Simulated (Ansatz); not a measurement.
Ni3Si (Cu3Au type): energy against volume

Ni3Si (Cu3Au type), conventional cell a = 3.465 Å, b = 3.465 Å, c = 3.465 Å, α = 90.00°, β = 90.00°, γ = 90.00°. The calculation uses the primitive cell of 4 atoms, to which meshes and values per cell refer.

This relaxed cell (volume V₀) is scaled evenly in all directions, its shape held. Symmetry pins the atoms to their sites.

Level of theory: r2SCAN (plane waves to 500 eV, PAW, scalar-relativistic; Ansatz, a program for electronic structure). k mesh 13×13×13 (Γ-centred), Fermi-Dirac smearing 0.05 eV. Energies are smeared free energies. Stress and pressure are positive under compression. At this level the bands of Ni3Si touch or barely overlap. Ni3Si is run without spin polarisation. Ni3Si was relaxed with its symmetry unable to fall. The zero of ΔE is the relaxed starting cell.

```csv
V (Å³/cell),ΔE (eV/atom),P (GPa)
34.93,0.278,63.1
36.26,0.166,45.4
37.59,0.087,30.8
38.92,0.036,18.6
40.26,0.008,8.4
41.59,0.000,0.0
42.92,0.008,-7.0
44.25,0.028,-12.8
45.58,0.060,-17.7
46.91,0.101,-21.7
48.24,0.150,-24.9
```

Summary:

* **Pressure at the smallest volume**: 63.1 GPa
* **Energy cost of the largest compression**: 278 meV/atom
* **Energy cost of the largest expansion**: 150 meV/atom
* **Bulk modulus B₀ (third-order Birch-Murnaghan fit)**: 239 GPa
* **Pressure derivative B₀′ (fit)**: 4.7
* **Equilibrium volume of the fit**: 10.40 Å³/atom
* **Pressure for 5 % compression (fit)**: 13.9 GPa

(Under strain, the slope of the energy per volume gives the stress and its curvature an elastic modulus.)
